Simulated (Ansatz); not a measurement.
Cr$_{3}$Se$_{4}$:
```cif
data_Cr3Se4
_chemical_formula_sum 'Cr3 Se4'
_space_group_name_H-M_alt 'P 1'
_space_group_IT_number 1
_cell_length_a 6.93555
_cell_length_b 6.93555
_cell_length_c 6.41422
_cell_angle_alpha 63.924
_cell_angle_beta 116.076
_cell_angle_gamma 149.320
loop_
_space_group_symop_operation_xyz
  'x, y, z'
loop_
_atom_site_label
_atom_site_type_symbol
_atom_site_fract_x
_atom_site_fract_y
_atom_site_fract_z
_atom_site_occupancy
Cr1 Cr 0.50000 0.50000 0.50000 1
Cr2 Cr 0.23840 0.76160 0.22022 1
Cr3 Cr 0.76160 0.23840 0.77978 1
Se1 Se 0.86567 0.13433 0.52192 1
Se2 Se 0.13433 0.86567 0.47808 1
Se3 Se 0.37566 0.62434 0.04848 1
Se4 Se 0.62434 0.37566 0.95152 1
```
The run is spin-polarised; directions of the spins, atom by atom: ↑ ↑ ↑ 0 0 0 0.

Relaxed with r²SCAN.

Question: Which orbitals make up the states near the Fermi level in r²SCAN in the plane-wave PAW code Ansatz?

Answer: Within 0.5 eV of the Fermi level: Cr 3d 58 %, Se 4p 33 %, Se 4s 5 %. Projections are on Löwdin-orthogonalised atomic valence shells; empty p or d shells of many metals are not among them.

Question: Tabulate the density of states.

Answer: States/eV per cell of 7 atoms, in 0.25 eV bins, energy from the Fermi level.

| E (eV) | total | Cr 3d | Se 4p | Cr 4s |
|---|---|---|---|---|
| -7.85 | 0.00 | 0.00 | 0.00 | 0.00 |
| -7.60 | 0.00 | 0.00 | 0.00 | 0.00 |
| -7.35 | 0.00 | 0.00 | 0.00 | 0.00 |
| -7.10 | 0.00 | 0.00 | 0.00 | 0.00 |
| -6.85 | 0.19 | 0.03 | 0.13 | 0.03 |
| -6.60 | 0.78 | 0.13 | 0.52 | 0.11 |
| -6.35 | 2.19 | 0.34 | 1.51 | 0.27 |
| -6.10 | 3.28 | 0.46 | 2.35 | 0.37 |
| -5.85 | 4.13 | 0.54 | 3.07 | 0.40 |
| -5.60 | 4.57 | 0.67 | 3.42 | 0.34 |
| -5.35 | 5.11 | 0.88 | 3.82 | 0.24 |
| -5.10 | 4.78 | 0.77 | 3.66 | 0.18 |
| -4.85 | 4.32 | 0.76 | 3.25 | 0.15 |
| -4.60 | 4.00 | 1.05 | 2.72 | 0.10 |
| -4.35 | 5.96 | 1.91 | 3.81 | 0.10 |
| -4.10 | 6.92 | 2.27 | 4.41 | 0.09 |
| -3.85 | 8.10 | 2.82 | 5.03 | 0.09 |
| -3.60 | 8.15 | 2.79 | 5.14 | 0.07 |
| -3.35 | 8.31 | 2.52 | 5.55 | 0.08 |
| -3.10 | 8.02 | 2.64 | 5.16 | 0.06 |
| -2.85 | 6.65 | 2.54 | 3.96 | 0.04 |
| -2.60 | 7.23 | 3.54 | 3.52 | 0.05 |
| -2.35 | 7.07 | 4.76 | 2.16 | 0.05 |
| -2.10 | 10.67 | 8.35 | 2.11 | 0.09 |
| -1.85 | 7.03 | 4.83 | 1.98 | 0.10 |
| -1.60 | 5.34 | 3.26 | 1.89 | 0.06 |
| -1.35 | 6.00 | 3.58 | 2.17 | 0.07 |
| -1.10 | 2.37 | 1.16 | 1.12 | 0.02 |
| -0.85 | 1.06 | 0.51 | 0.49 | 0.01 |
| -0.60 | 1.22 | 0.84 | 0.28 | 0.01 |
| -0.35 | 1.41 | 0.88 | 0.42 | 0.01 |
| -0.10 | 1.24 | 0.72 | 0.41 | 0.01 |
| 0.15 | 2.80 | 1.63 | 0.89 | 0.03 |
| 0.40 | 1.73 | 0.92 | 0.64 | 0.02 |
| 0.65 | 2.47 | 1.41 | 0.81 | 0.04 |
| 0.90 | 3.99 | 2.41 | 1.23 | 0.07 |
| 1.15 | 5.41 | 3.49 | 1.53 | 0.07 |
| 1.40 | 5.52 | 3.56 | 1.61 | 0.06 |
| 1.65 | 7.25 | 5.24 | 1.61 | 0.06 |
| 1.90 | 6.77 | 5.38 | 0.99 | 0.07 |
| 2.15 | 5.71 | 5.02 | 0.34 | 0.07 |
| 2.40 | 6.09 | 5.31 | 0.40 | 0.08 |
| 2.65 | 7.01 | 6.11 | 0.52 | 0.11 |
| 2.90 | 6.10 | 5.16 | 0.62 | 0.07 |
| 3.15 | 5.66 | 4.60 | 0.74 | 0.06 |
| 3.40 | 5.20 | 4.02 | 0.86 | 0.07 |
| 3.65 | 3.70 | 2.54 | 0.80 | 0.12 |
| 3.90 | 4.48 | 2.73 | 1.06 | 0.31 |
| 4.15 | 1.44 | 0.50 | 0.30 | 0.36 |
| 4.40 | 0.93 | 0.02 | 0.13 | 0.42 |
| 4.65 | 1.14 | 0.03 | 0.14 | 0.44 |

Space group C2/m. The workflow started from an entry of the Crystallography Open Database (COD). Its standing as an ambient phase is unchecked. The r²SCAN relaxation kept the symmetry of its start; whether a distortion lowers the energy is not shown. Spin order of the final state: ferromagnetic, the only order run, not a proven ground state. Other orbital occupations within this spin state were not tried. No Hubbard U is applied. The compound may be a true metal, but semilocal functionals without U, or a wrong spin order, can also close a gap. Spin–orbit coupling is left out wherever it is not named.

Potentials: the later of the program's two PAW sets.
